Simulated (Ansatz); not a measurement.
A geometry of TiAl3 away from equilibrium: step 2 of the relaxation of a relaxed TiAl3 cell displaced along its unstable phonon at q = (½, 0, 0) of its primitive reciprocal cell (134i cm⁻¹), largest move 0.15 Å. Calculation: PBE (plane waves to 420 eV, PAW, scalar-relativistic; Ansatz, a first-principles code). Γ-centred k-mesh 5×5×11 on the run's cell (coarser than for final values), Fermi–Dirac smearing 0.05 eV.

```xyz
16
Lattice="15.0286 0.0081 0.0000 -3.7536 6.5015 0.0000 0.0000 0.0000 2.8993" Properties=species:S:1:pos:R:3 pbc="T T T"
Al     2.5198    -0.0786    -0.0568
Al     5.9877     6.5912     0.0680
Al     1.1876     1.8858     1.3816
Al     8.7062     2.2255     1.5064
Al    13.8963     2.0874    -0.0438
Al     6.2798     2.0243     0.0438
Al     1.5337     6.4199     1.5177
Al     8.7552     6.5882     1.3929
Al     2.5688     4.2841     0.0568
Al    10.0873     4.6238    -0.0680
Al    -2.6213     4.4222     1.4058
Al     4.9952     4.4853     1.4934
Ti     0.0245     4.2873     1.0613
Ti     7.4858     4.3831     0.3884
Ti     3.7891     2.1265     1.8380
Ti    11.2505     2.2223     2.5109
```

Problem. Which atoms carry the largest force, and which way does it point?

Solution. 0.57 eV/Å, on Ti13, Ti14, Ti15, Ti16 (atoms numbered as listed); on Ti13 its components are (-0.03, 0.03, 0.57).

Problem. What is the pressure?

Solution. 0.0 GPa, compression positive.

Problem. How much energy per atom can still be gained by relaxing?

Solution. 0.18 eV/atom; the path ends in Pnma (No. 62).

No spin polarisation in the result.

The run could not lose the symmetry of its start: the end is stationary, and may be a saddle point rather than a minimum.

The end of the path is a generated cell of TiAl3: the first start was made by placing the elements on the sites of a structure type, and the end was not matched to a known phase here, so it may be hypothetical. Known forms of TiAl3 include space group No. 139.
